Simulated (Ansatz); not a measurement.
YAs (rock salt, Fm-3m) at seven volumes, the program Ansatz at the PBEsol level (PAW), scaled uniformly. One row is withheld.

```csv
V (Å³/atom),P (GPa)
21.600,9.43
22.313,5.80
23.025,2.68
23.737,0.00
24.449,-2.29
25.161,-4.27
25.873,?
```

Question: Fit the shown pressures and predict the withheld one.

Answer: P = (3/2)B₀(x^(7/2) − x^(5/2))[1 + (3/4)(B′ − 4)(x − 1)] with x = (V₀/V)^(2/3). Least squares on the six rows gives V₀ = 23.739 Å³/atom, B₀ = 82.5 GPa, B′ = 4.04. At V = 25.873, x = 0.9442 and P = -5.97 GPa. The run itself gave -5.96 GPa.

The workflow started from an entry of the Crystallography Open Database (COD). Its standing as an ambient phase is unchecked. Symmetry was held in the PBEsol relaxation; its stability against distortions is not shown here. The run is not spin-polarised.

Potentials: the later of the program's two PAW sets.
